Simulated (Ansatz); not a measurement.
Values for one crystal, relaxed and computed with DFT-PBEsol in the program Ansatz with PAW potentials; other levels are named.

- Volume per atom = 19.59 Å³
- Electronic character = metallic (no gap)
- Gap with spin–orbit coupling = none (metallic)
- Mechanical stability = stable (all eigenvalues of C positive)
- Elastic constants (relaxed ions, GPa) = C11 = 163, C12 = 128, C44 = 40.6
- Density of states at the Fermi level = 2.2 states/eV per atom (mean over ±0.08 eV)
- Young's modulus = 80.9 GPa

Problem. Which compound is it?
(A) BeCo, CsCl type
(B) AlFe, CsCl type
(C) ZrTa, CsCl type
(D) MnZn, CsCl type

Solution. C, ZrTa, CsCl type

Space group Pm-3m (CsCl type). The start of the workflow was typed in or built on a structure type; neither database checked (COD, Materials Project) lists it. Whether it is the stable phase at ambient conditions was not checked. The PBEsol relaxation kept the symmetry of its start; its stability against distortions is not shown here. The run is not spin-polarised. Its formation energy is positive at this level, so the cell may be metastable or incomplete. As this level gives no gap, shear constants depend on the k-mesh and smearing (Fermi–Dirac, 0.1 eV here). Spin–orbit coupling is left out wherever it is not named.

Potentials: the later of the program's two PAW sets.
